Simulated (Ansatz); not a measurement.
Recipe of this trial structure of Y3C2: random cell by space group and Wyckoff sites (Cmmm, No. 65). Its size is a rough estimate.

```
Y C
1.0
     2.00504   -3.52889    0.00000
     2.00504    3.52889    0.00000
     0.00000    0.00000    5.93918
Y C
3 2
Direct
  0.00000 0.00000 0.50000
  0.67565 0.32435 0.50000
  0.32435 0.67565 0.50000
  0.66575 0.66575 0.00000
  0.33425 0.33425 0.00000
```

The calculation used Ansatz, DFT PBE, scalar-relativistic, plane waves, PAW. Cutoff 420 eV, Gaussian smearing, Γ-centred meshes. Cell and atoms relax first on a coarse mesh and then on a finer one. In between, the cell is made exact in the group found at 0.06 Å. In metals the finer mesh still leaves noise of several meV/atom or more. The steps can't lower the symmetry of their start. No spin polarisation in the relaxation; trial moments died out in a coarse test.

A guess keeps its type if space group and coordination stay and the shape of the cell changes little (axis ratios within about 15 %, angles within 6°); the volume may change.

Problem. Does it keep its structure type, or change into something else?

Solution. It doesn't keep its type. The symmetry stays Cmmm (No. 65). The volume per atom grows by 23.8 %, from 16.8 to 20.8 Å³. The shortest distance goes from 1.33 Å (C–C) to 1.44 Å (C–C). Counting neighbours within 15 % of an atom's shortest distance, the start has C 1, Y 6 and the end C 1, Y 4. In detail, at the end Y on a site of symmetry mmm has 4 C at 2.61 Å; around Y on a site of symmetry m2m lie 4 C at 2.51 Å; C is surrounded by 1 C at 1.44 Å and 6 Y at 2.51–2.61 Å.

```cif
data_structure
_symmetry_space_group_name_H-M 'Cmmm'
_symmetry_Int_Tables_number 65
_cell_length_a 5.4795
_cell_length_b 11.5320
_cell_length_c 3.2932
_cell_angle_alpha 90.000
_cell_angle_beta 90.000
_cell_angle_gamma 90.000
_cell_volume 208.10
loop_
_atom_site_label
_atom_site_type_symbol
_atom_site_symmetry_multiplicity
_atom_site_Wyckoff_symbol
_atom_site_fract_x
_atom_site_fract_y
_atom_site_fract_z
_atom_site_occupancy
Y1 Y 2 d 0.00000 0.00000 0.50000 1
Y2 Y 4 j 0.00000 0.34780 0.50000 1
C1 C 4 g 0.63144 0.00000 0.00000 1
```

The last run used an 8×8×12 mesh (in the run's order of axes) for its 5-atom cell and Gaussian smearing of 0.10 eV. A structure relaxed within its symmetry needn't be a true minimum.
